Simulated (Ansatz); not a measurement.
LaSb (rock salt, Fm-3m), plane-wave PAW PBEsol (Ansatz code), all energies at zero smearing, with the estimated change up to a 700 eV cutoff added, with one set of potentials and settings (totals compare only within such a set). Cell of 2 atoms (1 La, 1 Sb): -12571.874 eV.

```json
[
 {"element": "La", "reference phase": "P6_3/mmc, 4 atoms in the cell", "E (eV/atom)": "-6161.2767"},
 {"element": "Sb", "reference phase": "R-3m, 2 atoms in the cell", "E (eV/atom)": "-6408.0873"}
]
```

Formation energy per atom, worked out: (-12571.874 − 1×(-6161.2767) − 1×(-6408.0873))/2 = -1.255 eV/atom (-121 kJ per mol of atoms), at 0 K, without zero-point energy or fitted corrections.

The workflow started from an entry of the Crystallography Open Database (COD). Whether it is the stable phase at ambient conditions was not checked. Symmetry was held in the PBEsol relaxation; of distortions, only those at the zone centre were tested. The references are the lowest solids computed at this level, not always the standard phases. Scalar-relativistic: spin–orbit coupling is off unless named, which matters more the heavier the elements.

Potentials: the later of the program's two PAW sets.
